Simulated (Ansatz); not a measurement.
MgO:
```
CELL_PARAMETERS angstrom
      0.00000     2.12685     2.12685
      2.12685     0.00000     2.12685
      2.12685     2.12685     0.00000
ATOMIC_POSITIONS crystal
  O  0.00000 0.00000 0.00000
  Mg 0.50000 0.50000 0.50000
```

Cartesian axes are those of the cell as given.

Question: Give the high-frequency dielectric tensor and the Born effective charge tensors of the independent atoms from DFPT, PBE in the plane-wave PAW code Ansatz.

Answer: 
ε∞:
```
3.24  0.00  0.00
0.00  3.24  0.00
0.00  0.00  3.24
```
Z* of atom 1 (O), rows: field, columns: displacement, in e:
```
-2.00   0.00   0.00
 0.00  -2.00   0.00
 0.00   0.00  -2.00
```
Z* of atom 2 (Mg), rows: field, columns: displacement, in e:
```
2.00  0.00  0.00
0.00  2.00  0.00
0.00  0.00  2.00
```

Static charges for comparison (Bader): O1 -1.72, Mg2 +1.72 e. Born charges measure polarisation by displacement and can exceed these by far.

Space group Fm-3m (rock salt). The PBE relaxation kept the symmetry of its start.

Potentials: the later of the program's two PAW sets.
